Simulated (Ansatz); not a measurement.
TaN:
```yaml
crystal:
  lattice:
    - [0.00000, 2.20857, 2.20857]
    - [2.20857, 0.00000, 2.20857]
    - [2.20857, 2.20857, 0.00000]
  atoms:
    - { symbol: N, position: [0.00000, 0.00000, 0.00000] }
    - { symbol: Ta, position: [0.50000, 0.50000, 0.50000] }
```

Relaxed with PBE.

**Question.** List the phonon frequencies at the special points (DFPT on a 5×5×5 q-mesh, Fourier-interpolated; DFT-PBE in the program Ansatz with PAW potentials).

**Answer.** In cm⁻¹; no LO–TO term at Γ, as the run had none.

| q | frequencies |
|---|---|
| Γ | 0 0 0 383 383 383 |
| X | 214i 95i 95i 424 427 427 |
| U | 217i 83i 37i 403 502 508 |
| K | 217i 83i 37i 403 502 508 |
| L | 103 103 129 496 569 569 |
| W | 152i 152i 133 409 409 588 |

Space group Fm-3m (rock salt). Symmetry was held in the PBE relaxation. At this level the phase is dynamically unstable (imaginary phonons). The run is not spin-polarised. As this level gives no gap, phonon frequencies hold no LO–TO term and depend on the k-mesh and smearing (Fermi–Dirac, 0.1 eV here). Scalar-relativistic: spin–orbit coupling is off unless named, which matters more the heavier the elements.

Potentials: the later of the program's two PAW sets.
